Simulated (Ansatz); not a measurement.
**Si$_{2}$Ni: frozen-core PAW against all-electron methods**

```
Si Ni
1.0
     0.00000    2.69750    2.69750
     2.69750    0.00000    2.69750
     2.69750    2.69750    0.00000
Si Ni
2 1
Direct
  0.25000 0.25000 0.25000
  0.75000 0.75000 0.75000
  0.00000 0.00000 0.00000
```

Atoms are numbered in the order listed.

The cell is COD entry 9009024, as deposited and not checked against the literature; nothing was relaxed. It is an old determination, and later ones may differ.

Levels of theory: DFT, PBE, PAW with Ansatz's default frozen-core files, scalar-relativistic (Ansatz 0.2.0); DFT, PBE, all-electron LAPW, scalar-relativistic (Ansatz 0.2.0).

For PAW: a Γ-centred 11×11×11 k mesh, Fermi–Dirac smearing of 0.05 eV, cutoff 420 eV, spin-polarised from start moments Ni3 1.5 μB (the moments died away, and the run ended non-magnetic). LAPW targets a basis error of 0.5 meV/atom. The Ansatz runs share mesh, smearing and spin set-up. Plane-wave (PAW) pressures include the program's estimate of the Pulay term.

Stress and pressure are positive in compression.

Levels count from the Fermi level.

PAW results:

```json
{"quantity": "pressure (GPa)", "PAW": "4.29"}
{"quantity": "highest filled level at L (eV)", "PAW": "-1.496"}
{"quantity": "lowest empty level at L (eV)", "PAW": "1.776"}
{"quantity": "highest filled level at K (eV)", "PAW": "-2.668"}
{"quantity": "lowest empty level at K (eV)", "PAW": "0.206"}
{"quantity": "highest filled level at Γ (eV)", "PAW": "-0.274"}
{"quantity": "lowest empty level at Γ (eV)", "PAW": "1.712"}
```

Task: What does full-potential LAPW give for the same quantities?

Result: 
| quantity | LAPW |
| --- | --- |
| pressure (GPa) | 4.27 |
| highest filled level at L (eV) | -1.497 |
| lowest empty level at L (eV) | 1.774 |
| highest filled level at K (eV) | -2.667 |
| lowest empty level at K (eV) | 0.207 |
| highest filled level at Γ (eV) | -0.278 |
| lowest empty level at Γ (eV) | 1.713 |
